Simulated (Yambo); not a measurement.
Yambo run on K$_{2}$S (anti-fluorite, space group Fm-3m, No. 225). The wavefunctions come from this Quantum ESPRESSO step (PBEsol, PseudoDojo standard norm-conserving files, scalar-relativistic):

```
&CONTROL
  calculation = 'nscf'
  pseudo_dir = './pseudo'
  outdir = './out'
/
&SYSTEM
  ibrav = 0
  nat = 3
  ntyp = 2
  ecutwfc = 74.0
  ecutrho = 296.0
  occupations = 'fixed'
  force_symmorphic = .true.
  nbnd = 182
/
&ELECTRONS
  conv_thr = 3.0000000000000004e-09
  diago_full_acc = .true.
  diago_thr_init = 1e-08
/
ATOMIC_SPECIES
S 32.0600 S.upf
K 39.0983 K.upf
CELL_PARAMETERS angstrom
  0.000000000000   3.667178075000   3.667178075000
  3.667178075000   0.000000000000   3.667178075000
  3.667178075000   3.667178075000   0.000000000000
ATOMIC_POSITIONS crystal
S   0.000000000000   0.000000000000   0.000000000000
K   0.750000000000   0.750000000000   0.750000000000
K   0.250000000000   0.250000000000   0.250000000000
K_POINTS automatic
4 4 4 0 0 0
```

Yambo input:

```
rim_cut
gw0
dyson
el_el_corr
HF_and_locXC
ppa
em1d
RandQpts= 1000000
RandGvec= 1 Ry
EXXRLvcs= 74 Ry
VXCRLvcs= 296 Ry
Chimod= "HARTREE"
% BndsRnXp
 1 | 180 |
%
NGsBlkXp= 8 Ry
% LongDrXp
 1.0 | 1.0 | 1.0 |
%
PPAPntXp= 27.2114 eV
% GbndRnge
 1 | 180 |
%
GTermKind= "BG"
DysSolver= "n"
ExtendOut
% QPkrange
 1 | 1 | 12 | 13 |
 3 | 3 | 12 | 13 |
 7 | 7 | 12 | 13 |
 8 | 8 | 12 | 13 |
%
```

k points by index: 1 = Γ, 3 = L, 7 = X, 8 = W.

The o-*.qp file then holds:

```
#    K-point    Band    Eo [eV]    E [eV]    E-Eo [eV]    Vxc [eV]    Vnlxc [eV]    Sc|Eo [eV]    Sc|E [eV]    dSc/dw|Eo [eV]    Re(Z)    Im(Z)
#
    1    12    -0.228875    -1.741502    -1.512628    -11.57642    -14.98764    1.508563    1.898589    -7.015781    0.795020    -0.001513
    1    13    2.348632    2.661605    0.312973    -6.566364    -3.263156    -2.935580    -2.990234    -4.750276    0.851374    -0.001195
    3    12    -0.082015    -1.610641    -1.528627    -11.86715    -15.31687    1.525054    1.921097    -7.049444    0.794239    -0.001508
    3    13    4.682229    5.117388    0.435158    -7.202725    -3.441259    -3.242867    -3.326308    -5.216324    0.839138    -0.001181
    7    12    0.000000    -1.555938    -1.555938    -12.00520    -15.49224    1.528306    1.931106    -7.043901    0.794368    -0.001500
    7    13    3.424159    3.828605    0.404446    -6.208115    -2.728702    -3.005643    -3.074968    -4.662820    0.853710    -0.001223
    8    12    -0.015811    -1.578828    -1.563017    -11.95068    -15.44183    1.524526    1.928140    -7.026155    0.794779    -0.001502
    8    13    3.633728    4.078145    0.444416    -6.319304    -2.728551    -3.069186    -3.146336    -4.722525    0.852114    -0.001236
```
(The two width columns are left out.) Convergence of these settings isn't established.

Geometry relaxed with PBEsol.
